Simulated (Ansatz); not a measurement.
Given:

Re2B:
```cif
data_B2Re4
_chemical_formula_sum 'B2 Re4'
_space_group_name_H-M_alt 'P 1'
_space_group_IT_number 1
_cell_length_a 4.13847
_cell_length_b 4.13847
_cell_length_c 4.86446
_cell_angle_alpha 90.000
_cell_angle_beta 90.000
_cell_angle_gamma 120.000
loop_
_space_group_symop_operation_xyz
  'x, y, z'
loop_
_atom_site_label
_atom_site_type_symbol
_atom_site_fract_x
_atom_site_fract_y
_atom_site_fract_z
_atom_site_occupancy
B1 B 0.33333 0.66667 0.25000 1
B2 B 0.66667 0.33333 0.75000 1
Re1 Re 0.00000 0.00000 0.00000 1
Re2 Re 0.00000 0.00000 0.50000 1
Re3 Re 0.33333 0.66667 0.75000 1
Re4 Re 0.66667 0.33333 0.25000 1
```

This is the PBEsol-relaxed structure.

Problem. All from PBEsol in the plane-wave PAW code Ansatz, unless another level is named. Predict the electronic character.

Solution. metallic (no gap).

Problem. Next, the formation energy from the elements (no fitted shifts)?

Solution. 0.58 eV/atom.

Problem. Predict the density of states at the Fermi level.

Solution. 0.65 states/eV per atom (mean over ±0.08 eV).

Space group P6_3/mmc. A made-up cell: these elements were put on the sites of a structure type; neither database checked (COD, Materials Project) lists it. Whether it is the stable phase at ambient conditions was not checked. Symmetry was held in the PBEsol relaxation; whether a distortion lowers the energy is not shown. The run is not spin-polarised. The references are the lowest solids computed at this level, not always the standard phases. Scalar-relativistic: spin–orbit coupling is off unless named, which matters more the heavier the elements.

Potentials: the earlier of the program's two PAW sets. The files were generated under PBE; for other functionals the program regenerates the frozen cores, and for LDA and PBEsol the local potential too.
